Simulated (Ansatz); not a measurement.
Space group I4/mmm (No. 139). a = 6.603 Å, b = 6.603 Å, c = 3.817 Å, α = 90.00°, β = 90.00°, γ = 90.00°
| atom | site | symmetry | x | y | z |
| --- | --- | --- | --- | --- | --- |
| Si | 8h | m.2m | 0.6788 | 0.6788 | 0.5000 |

Equation of state of this Si structure (not necessarily the ground state), with shape and atoms relaxed at each volume where symmetry leaves them free. Computed with DFT LDA, scalar-relativistic, plane waves, PAW in Ansatz 0.2.0.

Cutoff 420 eV; k points 10×10×10 on the computed 4-atom cell (Γ-centred); Gaussian smearing, width 0.01 eV; no spin polarisation.

```json
{"V (Å³/atom)": "18.302", "E − E(largest V) (meV/atom)": "53.90", "P (GPa)": "14.50", "gap on mesh (eV)": "0.00"}
{"V (Å³/atom)": "18.926", "E − E(largest V) (meV/atom)": "6.41", "P (GPa)": "10.01", "gap on mesh (eV)": "0.00"}
{"V (Å³/atom)": "19.550", "E − E(largest V) (meV/atom)": "-25.01", "P (GPa)": "6.19", "gap on mesh (eV)": "0.00"}
{"V (Å³/atom)": "20.174", "E − E(largest V) (meV/atom)": "-42.55", "P (GPa)": "2.88", "gap on mesh (eV)": "0.11"}
{"V (Å³/atom)": "20.798", "E − E(largest V) (meV/atom)": "-48.06", "P (GPa)": "0.02", "gap on mesh (eV)": "0.20"}
{"V (Å³/atom)": "21.422", "E − E(largest V) (meV/atom)": "-43.27", "P (GPa)": "-2.42", "gap on mesh (eV)": "0.29"}
{"V (Å³/atom)": "22.046", "E − E(largest V) (meV/atom)": "-29.65", "P (GPa)": "-4.51", "gap on mesh (eV)": "0.33"}
{"V (Å³/atom)": "22.878", "E − E(largest V) (meV/atom)": "0.00", "P (GPa)": "-6.83", "gap on mesh (eV)": "0.32"}
```

**Question.** Fit a third-order Birch–Murnaghan equation to E(V).

**Answer.** V0 = 20.81 Å³/atom, B0 = 88 GPa, B0' = 4.0.

This form isn't the element's structure at ambient conditions.